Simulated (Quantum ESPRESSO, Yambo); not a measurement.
## Quasiparticle gap of Si

```cif
data_Si8
_chemical_formula_sum 'Si8'
_space_group_name_H-M_alt 'Fd-3m :1'
_space_group_IT_number 227
_space_group_name_Hall 'F 4d 2 3 -1d'
_cell_length_a 5.44370
_cell_length_b 5.44370
_cell_length_c 5.44370
_cell_angle_alpha 90.000
_cell_angle_beta 90.000
_cell_angle_gamma 90.000
loop_
_atom_site_label
_atom_site_type_symbol
_atom_site_symmetry_multiplicity
_atom_site_Wyckoff_symbol
_atom_site_fract_x
_atom_site_fract_y
_atom_site_fract_z
_atom_site_occupancy
Si1 Si 8 a 0.00000 0.00000 0.00000 1
```
(The calculation used a cell of 2 atoms; values per cell refer to that cell.)

The geometry is that of Materials Project entry mp-149, symmetrised and not relaxed again.

Starting point: PBE (pw.x of Quantum ESPRESSO, ONCV potentials, without SOC). G0W0 in Yambo: 4×4×4 Γ-centred k mesh, 148 bands and a 14 Ry block in the screening, 148 bands in G with the Bruneval-Gonze terminator, plasmon pole fitted at 27.2 eV.

```json
{
  "PBE gap along the band path": "0.59 eV",
  "PBE gap between the mesh's edge points (Γ → X)": "0.72 eV",
  "G0W0 gap between the same points": "1.33 eV",
  "PBE smallest direct gap on the mesh (at Γ)": "2.55 eV",
  "G0W0 direct gap at that point": "3.24 eV",
  "estimate of the fundamental G0W0 gap (path gap plus the correction; the mesh misses a band edge)": "1.20 eV"
}
```

| k point | band | E PBE (eV) | E QP (eV) | shift (eV) | Z |
|---|---|---|---|---|---|
| Γ | VB | 0.00 | -0.73 | -0.73 | 0.77 |
| Γ | CB | 2.55 | 2.52 | -0.04 | 0.77 |
| L | VB | -1.19 | -1.94 | -0.75 | 0.77 |
| L | CB | 1.50 | 1.44 | -0.06 | 0.78 |
| X | VB | -2.84 | -3.60 | -0.77 | 0.75 |
| X | CB | 0.72 | 0.61 | -0.11 | 0.79 |
| W | VB | -3.82 | -4.51 | -0.68 | 0.73 |
| W | CB | 4.27 | 4.15 | -0.13 | 0.78 |

Energies count from the PBE valence-band maximum.

Nearest settings tried, and what they do to the gap: 90 bands in W, 90 bands in G: -16 meV; 6 Ry block (89 vectors against 283): -87 meV. Not varied: mesh. So the settings aren't converged at that level.
